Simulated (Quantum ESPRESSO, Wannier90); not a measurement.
# SnH₄(NF)₂ (C2/m): Wannier90 run

Structure: Materials Project mp-643902, symmetrised, not relaxed again. COD (Crystallography Open Database) has an entry of this formula and space group (matched by these alone). Level: PBEsol, no spin polarisation, no spin-orbit coupling; pw.x of Quantum ESPRESSO at 68 Ry with PseudoDojo potentials, 6×4×6 k-points, Wannier90. Density: 10×6×10 mesh, cold smearing 0.01 Ry. The cell is built of weakly bound layers, chains or molecules. Database cells relaxed without dispersion often hold them too far apart, which can enlarge gaps and weakens couplings between them; spacing and stacking were not compared with the measured crystal. Spin-orbit coupling is left out although heavy elements are present.

On the energy scale of pw.x, whose zero is arbitrary, the valence-band maximum lies at 3.11 eV.

Input w.win:

```
num_bands = 16
num_wann = 16
exclude_bands = 3-7,22-42
num_iter = 1000
conv_tol = 1.0e-4
conv_window = 4
write_hr = true
write_u_matrices = true
begin projections
f=0.0598,-0.4254,0.0833:s
f=0.0000,0.1733,0.4926:s
f=0.1765,-0.1302,-0.1964:s
f=-0.0941,-0.2004,0.3604:s
f=-0.0677,-0.1257,-0.2771:s
f=0.3920,-0.4787,-0.4353:s
f=-0.3141,-0.2054,-0.4727:s
f=0.2209,-0.1326,-0.1027:s
f=0.1066,-0.3168,-0.2522:s
f=-0.2910,-0.3856,-0.4458:s
f=-0.3729,0.4534,0.4574:s
f=0.1377,0.1902,0.3355:s
f=-0.4992,0.0905,0.2148:s
f=0.0236,-0.0797,-0.2766:s
f=0.2575,-0.2715,0.4406:s
f=0.4582,0.3142,-0.1143:s
end projections
begin unit_cell_cart
ang
    0.0000000000    3.3032900000    0.0000000000
   -1.3949190000    0.0000000000    4.9059330000
    5.4269350000   -1.6516450000    0.0000000000
end unit_cell_cart
begin atoms_frac
Sn   0.0000000000  0.0000000000  0.0000000000
H    0.3908400000 -0.4334900000 -0.2183200000
H   -0.3908400000  0.4334900000  0.2183200000
H    0.2979700000 -0.2226300000 -0.4040600000
H   -0.2979700000  0.2226300000  0.4040600000
N    0.3917800000 -0.2321000000 -0.2164400000
N   -0.3917800000  0.2321000000  0.2164400000
F    0.1203000000 -0.2474400000  0.2406000000
F   -0.1203000000  0.2474400000 -0.2406000000
end atoms_frac
mp_grid = 6 4 6
begin kpoints
0.0000000000 0.0000000000 0.0000000000
0.0000000000 0.0000000000 0.1666666667
0.0000000000 0.0000000000 0.3333333333
... (141 more lines: the 6x4x6 mesh through Gamma)
end kpoints
```

Input of pw2wannier90.x that gives the overlap and projection files (equivalent; here they were cut from one run over all bands):

```
&inputpp
  outdir = './out'
  prefix = 'pwscf'
  seedname = 'w'
  write_amn = .true.
  write_mmn = .true.
/
```

Output w.wout (banner and timings cut):

```
                                    ------
                                    SYSTEM
                                    ------

                              Lattice Vectors (Ang)
                    a_1     0.000000   3.303290   0.000000
                    a_2    -1.394919   0.000000   4.905933
                    a_3     5.426935  -1.651645   0.000000

                   Unit Cell Volume:      87.94739  (Ang^3)

                        Reciprocal-Space Vectors (Ang^-1)
                    b_1     0.578889   1.902099   0.164597
                    b_2    -0.000000   0.000000   1.280732
                    b_3     1.157778  -0.000000   0.329195

 *----------------------------------------------------------------------------*
 |   Site       Fractional Coordinate          Cartesian Coordinate (Ang)     |
 +----------------------------------------------------------------------------+
 | sn   1   0.00000   0.00000   0.00000   |    0.00000   0.00000   0.00000    |
 | h    1   0.39084  -0.43349  -0.21832   |   -0.58013   1.65165  -2.12667    |
 | h    2  -0.39084   0.43349   0.21832   |    0.58013  -1.65165   2.12667    |
 | h    3   0.29797  -0.22263  -0.40406   |   -1.88226   1.65165  -1.09221    |
 | h    4  -0.29797   0.22263   0.40406   |    1.88226  -1.65165   1.09221    |
 | n    1   0.39178  -0.23210  -0.21644   |   -0.85085   1.65165  -1.13867    |
 | n    2  -0.39178   0.23210   0.21644   |    0.85085  -1.65165   1.13867    |
 | f    1   0.12030  -0.24744   0.24060   |    1.65088   0.00000  -1.21392    |
 | f    2  -0.12030   0.24744  -0.24060   |   -1.65088   0.00000   1.21392    |
 *----------------------------------------------------------------------------*
                                ------------
                                K-POINT GRID
                                ------------

             Grid size =  6 x  4 x  6      Total points =  144

 *---------------------------------- MAIN ------------------------------------*
 |  Number of Wannier Functions               :                16             |
 |  Number of Objective Wannier Functions     :                16             |
 |  Number of input Bloch states              :                16             |
 |  Output verbosity (1=low, 5=high)          :                 1             |
 |  Timing Level (1=low, 5=high)              :                 1             |
 |  Optimisation (0=memory, 3=speed)          :                 3             |
 |  Length Unit                               :               Ang             |
 |  Post-processing setup (write *.nnkp)      :                 F             |
 |  Using Gamma-only branch of algorithms     :                 F             |
 *----------------------------------------------------------------------------*
 *------------------------------- WANNIERISE ---------------------------------*
 |  Total number of iterations                :              1000             |
 |  Number of CG steps before reset           :                 5             |
 |  Trial step length for line search         :             2.000             |
 |  Convergence tolerence                     :         0.100E-03             |
 |  Convergence window                        :                 4             |
 |  Iterations between writing output         :                 1             |
 |  Iterations between backing up to disk     :               100             |
 |  Write r^2_nm to file                      :                 F             |
 |  Write xyz WF centres to file              :                 F             |
 |  Write on-site energies <0n|H|0n> to file  :                 F             |
 |  Use guiding centre to control phases      :                 F             |
 |  Use phases for initial projections        :                 F             |
 *----------------------------------------------------------------------------*
 *-------------------------------- PLOTTING ----------------------------------*
 |  Plotting Hamiltonian in WF basis          :                 T             |
 *----------------------------------------------------------------------------*

 *---------------------------------- K-MESH ----------------------------------*
 +----------------------------------------------------------------------------+
 |                    Distance to Nearest-Neighbour Shells                    |
 |                    ------------------------------------                    |
 |          Shell             Distance (Ang^-1)          Multiplicity         |
 |          -----             -----------------          ------------         |
 |             1                   0.200611                      2            |
 |             2                   0.320183                      2            |
 |             3                   0.328067                      2            |
 |             4                   0.332507                      4            |
 |             5                   0.401223                      2            |
 |             6                   0.421778                      2            |
 |             7                   0.437093                      4            |
 |             8                   0.439578                      2            |
       ... (lines left out)
 +----------------------------------------------------------------------------+
 | The b-vectors are chosen automatically                                     |
 | The following shells are used:                       1,  2,  3,  4         |
 +----------------------------------------------------------------------------+
 |                        Shell   # Nearest-Neighbours                        |
 |                        -----   --------------------                        |
 |                          1               2                                 |
 |                          2               2                                 |
 |                          3               2                                 |
 |                          4               4                                 |
 +----------------------------------------------------------------------------+
 | Completeness relation is fully satisfied [Eq. (B1), PRB 56, 12847 (1997)]  |
 +----------------------------------------------------------------------------+
 |                  b_k Vectors (Ang^-1) and Weights (Ang^2)                  |
 |                  ----------------------------------------                  |
 |            No.         b_k(x)      b_k(y)      b_k(z)        w_b           |
 |            ---        --------------------------------     --------        |
 |             1         0.192963    0.000000    0.054866     9.883498        |
 |             2        -0.192963    0.000000   -0.054866     9.883498        |
 |             3         0.000000    0.000000    0.320183     2.970489        |
 |             4         0.000000    0.000000   -0.320183     2.970489        |
 |             5        -0.192963    0.000000    0.265317     2.301045        |
 |             6         0.192963    0.000000   -0.265317     2.301045        |
 |             7         0.096481    0.317017    0.027433     2.487575        |
 |             8        -0.096481    0.317017   -0.027433     2.487575        |
 |             9        -0.096481   -0.317017   -0.027433     2.487575        |
 |            10         0.096481   -0.317017    0.027433     2.487575        |
 +----------------------------------------------------------------------------+
 |                           b_k Directions (Ang^-1)                          |
 |                           -----------------------                          |
 |            No.           x           y           z                         |
 |            ---        --------------------------------                     |
 |             1         0.192963    0.000000    0.054866                     |
 |             2         0.000000    0.000000    0.320183                     |
 |             3        -0.192963    0.000000    0.265317                     |
 |             4         0.096481    0.317017    0.027433                     |
 |             5        -0.096481    0.317017   -0.027433                     |
 +----------------------------------------------------------------------------+

 Starting a new Wannier90 calculation ...

 Reading overlaps from w.mmn

 Reading projections from w.amn

 *------------------------------- WANNIERISE ---------------------------------*
 +--------------------------------------------------------------------+<-- CONV
 | Iter  Delta Spread     RMS Gradient      Spread (Ang^2)            |<-- CONV
 +--------------------------------------------------------------------+<-- CONV

 ------------------------------------------------------------------------------
 Initial State
  WF centre and spread    1  (  1.281644,  0.030851, -1.488886 )     1.25329553
  WF centre and spread    2  (  2.670730, -1.576756,  1.119909 )     3.69038347
  WF centre and spread    3  ( -1.271737,  1.333387, -0.754996 )     4.32210374
  WF centre and spread    4  (  1.643964, -0.272942, -1.035108 )     1.15180299
  WF centre and spread    5  ( -1.398724, -0.805853, -0.750946 )    12.44442738
  WF centre and spread    6  ( -1.087010,  1.961443, -1.851211 )     8.54157954
  WF centre and spread    7  ( -2.677015, -0.962395, -0.285466 )    10.14701114
  WF centre and spread    8  ( -0.640577,  1.408860, -0.860574 )     4.77113434
  WF centre and spread    9  ( -0.828427,  1.565604, -1.536386 )     5.07358533
  WF centre and spread   10  ( -1.747911, -0.182936, -1.684122 )    17.55439000
  WF centre and spread   11  (  1.081960, -1.718477,  1.510131 )     2.63747435
  WF centre and spread   12  (  0.908548, -0.983556,  0.828098 )     4.57390579
  WF centre and spread   13  (  0.792699, -1.984263,  0.736647 )     1.71665271
  WF centre and spread   14  ( -1.670833,  0.271609,  0.284136 )     8.65444047
  WF centre and spread   15  (  2.089831,  0.105418, -1.119416 )     3.07830711
  WF centre and spread   16  ( -0.859467,  1.895581,  1.320491 )     3.67035116
  Sum of centres and spreads ( -1.712326,  0.085575, -5.567698 )    93.28084506

      0     0.933E+02     0.0000000000       93.2808450326  <-- CONV
        O_D=     11.1867445 O_OD=     71.3435694 O_TOT=     93.2808450 <-- SPRD
 ------------------------------------------------------------------------------
      1    -0.190E+01     5.8854172428       91.3804455216  <-- CONV
        O_D=      9.8186842 O_OD=     70.8112302 O_TOT=     91.3804455 <-- SPRD
      2    -0.608E+01     4.0639717919       85.3003534294  <-- CONV
        O_D=      6.9101872 O_OD=     67.6396351 O_TOT=     85.3003534 <-- SPRD
      3    -0.107E+02     3.0239293942       74.6439057493  <-- CONV
        O_D=      5.4399763 O_OD=     58.4533983 O_TOT=     74.6439057 <-- SPRD
      4    -0.257E+01     3.5008108508       72.0699120523  <-- CONV
        O_D=      5.1407481 O_OD=     56.1786329 O_TOT=     72.0699121 <-- SPRD
      5    -0.318E+01     3.6593307688       68.8888211947  <-- CONV
        O_D=      4.6243444 O_OD=     53.5139457 O_TOT=     68.8888212 <-- SPRD
       ... (lines left out)
    100    -0.136E-01     1.9323405833       20.5465064700  <-- CONV
        O_D=      0.0479834 O_OD=      9.7479920 O_TOT=     20.5465065 <-- SPRD
       ... (lines left out)
    200    -0.974E-03     0.0409249257       12.5729610715  <-- CONV
        O_D=      0.0029185 O_OD=      1.8195114 O_TOT=     12.5729611 <-- SPRD
       ... (lines left out)
    300    -0.292E-03     0.0150120145       12.0535382745  <-- CONV
        O_D=      0.0025861 O_OD=      1.3004211 O_TOT=     12.0535383 <-- SPRD
       ... (lines left out)
    355    -0.912E-04     0.0089881505       12.0440509177  <-- CONV
        O_D=      0.0025372 O_OD=      1.2909826 O_TOT=     12.0440509 <-- SPRD
    356    -0.895E-04     0.0128172251       12.0439614600  <-- CONV
        O_D=      0.0025157 O_OD=      1.2909146 O_TOT=     12.0439615 <-- SPRD
    357    -0.955E-04     0.0088786167       12.0438659544  <-- CONV
        O_D=      0.0025131 O_OD=      1.2908217 O_TOT=     12.0438660 <-- SPRD
             <<<     Delta < 1.000E-04  over  4 iterations     >>>
             <<< Wannierisation convergence criteria satisfied >>>
 Final State
  WF centre and spread    1  (  1.475537,  0.021184, -1.391180 )     0.64550657
  WF centre and spread    2  (  3.639283, -1.622686,  1.087357 )     0.76342602
  WF centre and spread    3  ( -1.405014,  1.651635, -1.106828 )     0.66324455
  WF centre and spread    4  (  1.650333, -0.239765, -1.137170 )     0.64060919
  WF centre and spread    5  ( -1.532379, -3.121196,  1.326815 )     0.64950010
  WF centre and spread    6  ( -0.629086,  2.127686, -0.850284 )     1.04248075
  WF centre and spread    7  ( -4.056802, -1.538810, -0.898280 )     0.54620923
  WF centre and spread    8  ( -0.629090,  1.175570, -0.850204 )     1.04236648
  WF centre and spread    9  ( -0.694439,  1.651625, -1.676504 )     0.64941037
  WF centre and spread   10  ( -2.626995,  0.000003, -3.799112 )     0.66320343
  WF centre and spread   11  (  0.694435, -1.651642,  1.676495 )     0.64941567
  WF centre and spread   12  (  0.629038, -1.175618,  0.850233 )     1.04239442
  WF centre and spread   13  (  0.629028, -2.127756,  0.850256 )     1.04223997
  WF centre and spread   14  ( -1.350109,  0.004245,  0.880108 )     0.54291473
  WF centre and spread   15  (  1.745158,  0.104924, -1.156273 )     0.79976510
  WF centre and spread   16  ( -1.570808,  3.087717,  1.288013 )     0.66117940
  Sum of centres and spreads ( -4.031910, -1.652886, -4.906559 )    12.04386600

         Spreads (Ang^2)       Omega I      =    10.750531112
        ================       Omega D      =     0.002513098
                               Omega OD     =     1.290821744
    Final Spread (Ang^2)       Omega Total  =    12.043865954
```
